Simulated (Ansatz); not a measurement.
Values for one crystal, relaxed and computed with LDA in the plane-wave PAW code Ansatz; other levels are named.

```yaml
volume_per_atom: 32.15 Å³
electronic_character: metallic (no gap)
Density of states at the Fermi level: 1.4 states/eV per atom (mean over ±0.08 eV)
Poisson's ratio: 0.22
debye_temperature_from_the_elastic_constants: 175 K
Bulk modulus (Birch–Murnaghan fit): 29.6 GPa
hill_bulk_and_shear_moduli: 29.5 and 20.4 GPa
```

Task: Which compound is it?
A) La, dhcp (α-La type)
B) Co, hcp (Mg type)
C) Al, fcc (Cu type)
D) Pr, dhcp (α-La type)

Result: A, La, dhcp (α-La type)

Space group P6_3/mmc (dhcp (α-La type)). Symmetry was held in the LDA relaxation. As this level gives no gap, shear constants depend on the k-mesh and smearing (Fermi–Dirac, 0.1 eV here). Spin–orbit coupling is left out wherever it is not named.

Potentials: the later of the program's two PAW sets.
